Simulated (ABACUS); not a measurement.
A self-consistent single point of Ni₃Sn₄ (C2/m, 7 atoms in the cell; from Materials Project mp-20174, changed as shown) with ABACUS.

All values come from this method and carry its errors: LDA (PW92), numerical atomic orbitals DZP (confined pseudo-atomic orbitals with Gaussian additions; energy shift 0.01 Ry), PseudoDojo 0.4 standard norm-conserving LDA (tails mended) pseudopotentials in ABACUS.

The change in words: volume scaled by 1.04. Reference geometry (C2/m):
```
Ni3Sn4
1.0
    6.10508    -2.02729     0.00000
    6.10508     2.02729     0.00000
   -1.34749     0.00000     5.01816
Ni Sn
3 4
Direct
  0.00000   0.00000   0.00000
  0.78416   0.78416   0.66356
  0.21584   0.21584   0.33644
  0.57265   0.57265   0.31357
  0.42735   0.42735   0.68643
  0.82788   0.82788   0.18744
  0.17212   0.17212   0.81256
```

Reference input (self-consistent single point, DFT, LDA (PW92), numerical atomic orbitals DZP (confined pseudo-atomic orbitals with Gaussian additions; energy shift 0.01 Ry), PseudoDojo 0.4 standard norm-conserving LDA (tails mended) pseudopotentials): basis = DZP numerical atomic orbitals, energy shift 0.01 Ry; KPT = Gamma 4 4 4 0 0 0; basis_type = lcao; dft_functional = PWLDA; ecutwfc = 100 Ry; smearing_method = fd; smearing_sigma = 0.00367493 Ry; potentials = PseudoDojo 0.4 standard norm-conserving LDA (tails mended); symmetry = 1; symmetry_prec = 1e-05; ks_solver = genelpa; scf_nmax = 100. This run's input differs from it in these lines:

```diff
@@ -34,5 +34,5 @@
 LATTICE_VECTORS
-   6.1050750000   -2.0272850000    0.0000000000
-   6.1050750000    2.0272850000    0.0000000000
-  -1.3474860000    0.0000000000    5.0181640000
+   6.1854120000   -2.0539620000    0.0000000000
+   6.1854120000    2.0539620000    0.0000000000
+  -1.3652180000    0.0000000000    5.0841980000
```

The program printed (abridged):

```
 SELF-CONSISTENT
 -------------------------------------------

                  longest orb rcut (Bohr) = 7.4
   longest nonlocal projector rcut (Bohr) = 2.66
                     search radius (Bohr) = 20.1

                          real space grid = [ 80, 80, 64 ]

                                 init_chg = atomic

 LCAO ALGORITHM --------------- ION=   1  ELEC=   1--------------------------------

 Density error is 0.0572534048073
 E_KohnSham     -1633.8607513461     -22229.8159568675
 E_Fermi        0.9772135512         13.2956724595

 LCAO ALGORITHM --------------- ION=   1  ELEC=   2--------------------------------

   [... lines left out ...]

   [... 11 blocks of this kind left out ...]

 LCAO ALGORITHM --------------- ION=   1  ELEC=  14--------------------------------

 Density error is 1.14587975882e-07
 E_KohnSham     -1634.6884561455     -22241.0774584021
 E_Fermi        1.0197872465         13.8749172996

 LCAO ALGORITHM --------------- ION=   1  ELEC=  15--------------------------------

 Density error is 3.54959706601e-08
 E_KohnSham     -1634.6884561456     -22241.0774584029
 E_KS(sigma->0) -1634.6875085696     -22241.0645659701
 E_entropy(-TS) -0.0018951520        -0.0257848657
 E_Fermi        1.0197872281         13.8749170504
 charge density convergence is achieved
 final etot is -22241.077458 eV
 EFERMI = 13.87491705 eV

 STATE ENERGY(eV) AND OCCUPATIONS    NSPIN == 1
   [... 64 lines left out ...]

 TOTAL-FORCE (eV/Angstrom)
                       Ni1         0.0000000000         0.0000000000         0.0000000000
                       Ni2         0.0231733872         0.0000000000        -0.0563628091
                       Ni3        -0.0231733872         0.0000000000         0.0563628091
                       Sn1         0.1165246323         0.0000000000        -0.0254484663
                       Sn2        -0.1165246323         0.0000000000         0.0254484663
                       Sn3         0.0359656243         0.0000000000        -0.0296144723
                       Sn4        -0.0359656243         0.0000000000         0.0296144723

 TOTAL-STRESS (KBAR)
       -85.1232367888         0.0000000000        -1.0664282404
         0.0000000000       -75.1104037325         0.0000000000
        -1.0664282404         0.0000000000       -78.4800508965
 TOTAL-PRESSURE: -79.571230 KBAR

 --------------------------------------------
 !FINAL_ETOT_IS -22241.0774584029095422 eV
 --------------------------------------------
```

The run converged in 15 iterations. Against the reference run the free energy rises by 27.2 meV/atom and the pressure goes from -4.18 to -7.96 GPa.

The atom-centred basis is finite, which shifts total energies, pressures and forces against plane waves. The run has no spin polarisation, so moments on Ni cannot form. The structure comes from a collection of computed structures, made at another level of theory; the collection holds predicted forms beside known ones. No clean gap shows at this smearing width and mesh (spacing up to 0.40 Å⁻¹); the mesh is coarse for partly filled bands, so the values carry mesh errors.

Cost on one core: roughly 70 core-seconds.

The atomic orbitals were generated for these runs; they are not ABACUS's published sets and were checked against plane waves on a few crystals only.

“Tails mended”: in these copies of the files the far tail of each local potential was reset to the Coulomb form.
